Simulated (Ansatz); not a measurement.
Values for one crystal, relaxed and computed with the program Ansatz at the PBEsol level (PAW); other levels are named.

Volume per atom: 17.40 Å³
Electronic character: metallic (no gap)
Gap with spin–orbit coupling: none (metallic)
Elastic constants (relaxed ions, GPa): C11 = 277, C12 = 192, C44 = 6.3
Density of states at the Fermi level: 1.8 states/eV per atom (mean over ±0.08 eV)
Zone-centre stability: no imaginary mode at Γ
Young's modulus: 44.6 GPa

Q: Pick the material that matches.
A. AlNi, rock salt
B. AlRu, rock salt
C. MnPt3, Cu3Au type
D. MoPt, rock salt

A: D, MoPt, rock salt

Space group Fm-3m (rock salt). The start of the workflow was typed in or built on a structure type; neither database checked (COD, Materials Project) lists it. Its standing as an ambient phase is unchecked. Symmetry was held in the PBEsol relaxation. No spin polarisation was allowed. Its formation energy is positive at this level, so the cell may be metastable or incomplete. As this level gives no gap, shear constants depend on the k-mesh and smearing (Fermi–Dirac, 0.1 eV here). Scalar-relativistic: spin–orbit coupling is off unless named, which matters more the heavier the elements.

Potentials: the later of the program's two PAW sets.
